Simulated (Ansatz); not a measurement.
AlSn, DFT, PBE, all-electron LAPW, scalar-relativistic (Ansatz 0.2.0), on 1 thread of Arm Neoverse V1 (shared host).

Command: `ansatz run input.yaml --threads 1 --pin off --max-ram 2048MiB --backend cpu --events-out ev --progress --plain --runs-dir out`

```yaml
crystal:
  lattice:
    - [4.1981056157, 0.0, 0.0]
    - [-2.0990528078, 3.6356661109, 0.0]
    - [0.0, 0.0, 3.306847]
  atoms:
    - { symbol: Al, position: [-0.04, -0.02, -0.03] }
    - { symbol: Sn, position: [0.3733333333, 0.6866666667, 0.53] }
kpoints:
  mp_grid: { grid: [8, 8, 9] }
scf:
  occupations: { method: fermi_dirac, width: 0.05 }
hamiltonian:
  xc: pbe
  pseudopotentials: { kind: all_electron, lapw: { basis_error: 0.001 } }
output:
  forces: true
  stress: true
  eigenvalues: true
  populations: true
```

(1) How large is the problem that the program sets up?

(2) About how long does it take?

Results:

(1) 165 irreducible k-points, 441 plane waves at Γ, 21 bands.

(2) 62 s of wall time for 7 SCF iterations. Times on shared machines scatter by tens of per cent.
